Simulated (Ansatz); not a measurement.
# Data sheet: BeS (DFT)

BeS:
```
CELL_PARAMETERS angstrom
      3.27126     0.00000     0.00000
     -1.63563     2.83299     0.00000
      0.00000     0.00000     5.20688
ATOMIC_POSITIONS crystal
  Be 0.00000 0.00000 0.00000
  Be 0.00000 0.00000 0.50000
  S  0.33333 0.66667 0.25000
  S  0.66667 0.33333 0.75000
```

Space group P6_3/mmc (No. 194), NiAs type; conventional cell a = 3.271 Å, b = 3.271 Å, c = 5.207 Å, α = 90.00°, β = 90.00°, γ = 120.00°.

Method: the program Ansatz at the PBEsol level (PAW). Structure relaxed to zero pressure with the same functional. Other levels are named where they apply.

### Cell and energy

```json
{
 "volume_per_atom": "12.06 Å³",
 "density": "2.83 g/cm³",
 "Formation energy from the elements (no fitted shifts)": "-0.65 eV/atom"
}
```

### Electronic structure

```json
{
  "band_gap": "1.39 eV (indirect)",
  "valence_band_maximum": "at Γ",
  "conduction_band_minimum": "at K (2 equivalent valleys)",
  "smallest_direct_gap_on_the_standard_path": "3.39 eV",
  "electron_effective_mass": "0.35, 0.60, 0.60 mₑ (principal values)",
  "hole_effective_mass": "0.19, 4.0, 4.0 mₑ (principal values)",
  "HSE06 gap on the PBEsol cell": "2.24 eV"
}
```

### Mechanics

```json
{
  "Bulk modulus (Birch–Murnaghan fit)": "115 GPa",
  "Pressure derivative B′": "3.8",
  "Elastic constants (relaxed ions, GPa)": "C11 = 206, C12 = 93.6, C13 = 46.2, C33 = 250, C44 = 22.9",
  "mechanical_stability": "stable (all eigenvalues of C positive)",
  "hill_bulk_and_shear_moduli": "115 and 44.9 GPa",
  "Young's modulus": "119 GPa",
  "Poisson's ratio": "0.33",
  "debye_temperature_from_the_elastic_constants": "580 K"
}
```

### Dielectric response

```json
{
  "Electronic dielectric constant ε∞ (DFPT)": "9.00 (xx = yy), 9.93 (zz)",
  "Born charges (a third of the trace)": "Be +2.70, S -2.70 e"
}
```

This is a known high-pressure phase of the composition, computed here at zero pressure and temperature. Symmetry was held in the PBEsol relaxation; whether a distortion lowers the energy is not shown. The references are the lowest solids computed at this level, not always the standard phases.

Potentials: the later of the program's two PAW sets.
